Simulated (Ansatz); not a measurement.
Total density of states per atom from plane-wave PAW r²SCAN (Ansatz code), in 0.25 eV bins, energy from the Fermi level:

```
E (eV) | states/eV/atom
    -6.00 |  0.00
    -5.75 |  0.03
    -5.50 | # 0.05
    -5.25 | # 0.07
    -5.00 | # 0.09
    -4.75 | ## 0.11
    -4.50 | ## 0.13
    -4.25 | ## 0.16
    -4.00 | ### 0.19
    -3.75 | #### 0.27
    -3.50 | #### 0.26
    -3.25 | ###### 0.39
    -3.00 | ############## 1.00
    -2.75 | ############ 0.82
    -2.50 | ################ 1.16
    -2.25 | ################ 1.16
    -2.00 | ################# 1.20
    -1.75 | ################### 1.37
    -1.50 | ################### 1.32
    -1.25 | ################ 1.16
    -1.00 | ################### 1.35
    -0.75 | ######################## 1.68
    -0.50 | ################ 1.13
    -0.25 | ####### 0.51
     0.00 | ############ 0.84
     0.25 | ################## 1.29
     0.50 | ################# 1.21
     0.75 | ################ 1.15
     1.00 | #################### 1.42
     1.25 | ######################### 1.80
     1.50 | ############################## 2.12
     1.75 | #################### 1.41
     2.00 | ############### 1.05
     2.25 | ######### 0.64
```

Question: Pick the material that matches.
A) Zr, P6/mmm (Zr on 1a, Zr on 2d)
B) ZrIn3, I4/mmm (Zr on 2a, In on 4d, In on 2b)
C) Zr5Ge3, P6_3/mcm (Zr on 6g, Zr on 4d, Ge on 6g)
D) ZrC, CsCl type

Answer: A, Zr, P6/mmm (Zr on 1a, Zr on 2d). Within 0.5 eV of the Fermi level: Zr 4d 88 %, Zr 5s 7 %. Projections are on Löwdin-orthogonalised atomic valence shells; empty p or d shells of many metals are not among them.

This is a known high-pressure phase of the composition, computed here at zero pressure and temperature. Symmetry was held in the r²SCAN relaxation; its stability against distortions is not shown here. No spin polarisation was allowed. Scalar-relativistic: spin–orbit coupling is off unless named, which matters more the heavier the elements.

Potentials: the earlier of the program's two PAW sets.
